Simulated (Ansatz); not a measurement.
**Zincblende alloy of CdTe and CdSe (24 of 32 Te sites exchanged), 64 atoms**

Ansatz, PAW, plane waves. PBEsol relaxation of volume and atoms (shape held) at the single k point (¼, ¼, ¼) without its symmetry partners; single points on the relaxed atoms at the single k point (¼, ¼, ¼) without its symmetry partners, onto which points of the small cell's zone fold. Arrangement: random. No spin–orbit coupling unless named.

Relaxed structure:

```xyz
64
Lattice="12.3653 0.0000 0.0000 0.0000 12.3653 0.0000 0.0000 0.0000 12.3653" Properties=species:S:1:pos:R:3 pbc="T T T"
Cd   12.2611   12.3217   12.3269
Cd   12.2698   12.2847    6.1225
Cd   12.3298    6.2282    0.0285
Cd   12.2698    6.1244    6.1195
Cd    6.2970   12.2684   12.3102
Cd    6.2884    0.0859    6.1189
Cd    6.2198    6.1873    0.0248
Cd    6.2864    6.2877    6.1192
Cd    3.0917    3.2603    0.0351
Cd    3.0707    3.1311    6.0507
Cd    3.0060    9.1864   12.3235
Cd    3.0992    9.2567    6.0297
Cd    9.3611    3.1877   12.3119
Cd    9.2783    3.1182    6.1701
Cd    9.2805    9.2502    0.0313
Cd    9.2998    9.2572    6.1957
Cd    3.0924    0.0117    3.2266
Cd    2.9962   12.2831    9.3519
Cd    3.0720    6.2193    3.0859
Cd    3.0913    6.1917    9.4098
Cd    9.3645   12.2868    3.1539
Cd    9.2842    0.0057    9.2618
Cd    9.2781    6.1938    3.0847
Cd    9.2979    6.2155    9.2702
Cd   12.2431    3.1713    3.1583
Cd   12.2813    3.1934    9.3402
Cd   12.3533    9.2457    3.0737
Cd   12.2383    9.3313    9.3266
Cd    6.1303    3.2030    3.1418
Cd    6.3863    3.1083    9.2524
Cd    6.3093    9.2006    3.1580
Cd    6.2666    9.1730    9.3391
Te    1.4914    1.5725    1.5675
Te    1.4720    1.5611    7.7067
Te    1.4938    7.7342    7.7257
Te    7.7818    1.5801    1.5783
Te    4.6845    4.6723    7.7072
Te    4.6383   10.7513    1.5735
Te    4.6886   10.7980    7.7072
Te    4.6650    1.5826   10.8216
Se    1.5099    7.7091    1.5528
Se    7.8154    1.5459    7.6949
Se    7.7626    7.7025    1.5428
Se    7.7881    7.7328    7.7255
Se    4.6431    4.7272    1.5730
Se   10.8097    4.6963    1.5474
Se   10.7662    4.6513    7.7227
Se   10.8145   10.7672    1.5467
Se   10.7660   10.8191    7.7226
Se    4.6707    1.5795    4.6377
Se    4.6673    7.7042    4.5833
Se    4.6664    7.7095   10.8734
Se   10.7868    1.5527    4.6597
Se   10.7882    1.5507   10.7963
Se   10.7930    7.7331    4.6097
Se   10.7880    7.7266   10.8453
Se    1.5055    4.6802    4.5841
Se    1.4798    4.6902   10.8671
Se    1.4852   10.7933    4.6085
Se    1.4568   10.7650   10.8578
Se    7.7602    4.6703    4.6301
Se    7.7827    4.7012   10.8245
Se    7.7833   10.7971    4.6629
Se    7.8151   10.7574   10.7848
```

**Question.** What are the mean bond lengths by pair (pairs within 1.2 times the sum of covalent radii, less contacts 15 % beyond the pair's median; cation–cation pairs of compounds aside; long ionic contacts are cut short by that bound)?

**Answer.** Cd–Se 2.644 ± 0.008 Å (standard deviation, 96 bonds); Cd–Te 2.782 ± 0.006 Å (standard deviation, 32 bonds).

**Question.** What gap lies between the top filled and the lowest empty level in the single points?

**Answer.** HSE06 2.44 eV (67 s on NVIDIA GB200). Away from Γ this isn't the crystal's band gap.
